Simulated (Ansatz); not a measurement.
Relaxed-ion elastic tensor of AlAg (rock salt, Fm-3m) in GPa (Voigt order), r²SCAN in the plane-wave PAW code Ansatz; density 5.80 g/cm³, 19.29 Å³ per atom.

```csv
,1,2,3,4,5,6
1,121,43.9,43.9,0.0,0.0,0.0
2,43.9,121,43.9,0.0,0.0,0.0
3,43.9,43.9,121,0.0,0.0,0.0
4,0.0,0.0,0.0,-14.5,0.0,0.0
5,0.0,0.0,0.0,0.0,-14.5,0.0
6,0.0,0.0,0.0,0.0,0.0,-14.5
```

### Question
Is the crystal mechanically stable?

### Answer
No: the smallest eigenvalue of C is -14.5 GPa.

The start of the workflow was typed in or built on a structure type; neither database checked (COD, Materials Project) lists it. Its standing as an ambient phase is unchecked. The r²SCAN relaxation kept the symmetry of its start. At this level the phase is mechanically unstable. The run is not spin-polarised. The volume moved by 21 % from the start of the relaxation. Its formation energy is positive at this level, so the cell may be metastable or incomplete. As this level gives no gap, shear constants depend on the k-mesh and smearing (Fermi–Dirac, 0.1 eV here).

Potentials: the earlier of the program's two PAW sets.
